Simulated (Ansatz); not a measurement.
NbC$_{2}$:
Space group I4/mmm (No. 139); a = b = 3.204 Å, c = 5.874 Å, α = β = γ = 90.00°

```csv
atom,site,symmetry,x,y,z
Nb,2a,4/mmm,0.0000,0.0000,0.0000
C,4e,4mm,0.0000,0.0000,0.3849
```
(The calculation used a cell of 3 atoms; values per cell refer to that cell.)

Relaxed with r²SCAN.

Task: Which orbitals make up the states near the Fermi level in r²SCAN (plane waves, PAW; program Ansatz)?

Result: Within 0.5 eV of the Fermi level: Nb 4d 68 %, C 2p 27 %. Projections are on Löwdin-orthogonalised atomic valence shells; empty p or d shells of many metals are not among them.

Task: Tabulate the density of states.

Result: States/eV per cell of 3 atoms, in 0.25 eV bins, energy from the Fermi level.

```
E (eV)  total  Nb 4d  C 2p  C 2s
------  -----  -----  ----  ----
-7.85    0.47   0.09  0.26  0.08
-7.60    0.62   0.13  0.34  0.10
-7.35    0.98   0.24  0.54  0.14
-7.10    1.32   0.31  0.76  0.18
-6.85    1.88   0.41  1.21  0.16
-6.60    2.43   0.66  1.60  0.09
-6.35    2.45   0.66  1.63  0.08
-6.10    1.91   0.57  1.20  0.08
-5.85    1.68   0.51  1.03  0.09
-5.60    1.41   0.42  0.87  0.08
-5.35    1.31   0.36  0.82  0.09
-5.10    1.34   0.34  0.86  0.10
-4.85    1.24   0.28  0.82  0.10
-4.60    1.35   0.27  0.91  0.12
-4.35    1.21   0.25  0.80  0.12
-4.10    1.16   0.24  0.76  0.12
-3.85    1.03   0.22  0.66  0.11
-3.60    0.75   0.21  0.44  0.07
-3.35    0.64   0.23  0.33  0.06
-3.10    0.59   0.25  0.28  0.05
-2.85    0.58   0.30  0.24  0.04
-2.60    0.61   0.35  0.22  0.03
-2.35    0.64   0.37  0.23  0.03
-2.10    0.69   0.41  0.24  0.03
-1.85    0.74   0.44  0.25  0.04
-1.60    0.80   0.48  0.27  0.04
-1.35    0.86   0.53  0.28  0.04
-1.10    0.93   0.58  0.29  0.04
-0.85    1.01   0.65  0.31  0.04
-0.60    1.14   0.74  0.34  0.04
-0.35    1.17   0.77  0.34  0.04
-0.10    1.21   0.81  0.34  0.04
0.15     1.30   0.88  0.35  0.04
0.40     1.46   1.04  0.35  0.04
0.65     1.54   1.14  0.32  0.04
0.90     1.65   1.27  0.31  0.03
1.15     1.40   1.09  0.25  0.04
1.40     1.25   0.96  0.21  0.04
1.65     1.06   0.80  0.20  0.03
1.90     1.36   1.00  0.29  0.03
2.15     1.81   1.07  0.62  0.06
2.40     1.93   1.12  0.67  0.07
2.65     2.02   1.25  0.61  0.09
2.90     1.68   0.88  0.60  0.13
3.15     1.70   0.85  0.62  0.15
3.40     1.55   0.76  0.57  0.13
3.65     1.63   0.79  0.60  0.15
3.90     1.40   0.66  0.52  0.13
4.15     1.19   0.55  0.46  0.11
4.40     1.41   0.64  0.53  0.16
4.65     1.43   0.64  0.52  0.17
```

The start of the workflow was typed in or built on a structure type; neither database checked (COD, Materials Project) lists it. Its standing as an ambient phase is unchecked. Symmetry was held in the r²SCAN relaxation; whether a distortion lowers the energy is not shown. The run is not spin-polarised. The volume moved by -28 % from the start of the relaxation. Its formation energy is positive at this level, so the cell may be metastable or incomplete. Scalar-relativistic: spin–orbit coupling is off unless named, which matters more the heavier the elements.

Potentials: the earlier of the program's two PAW sets.
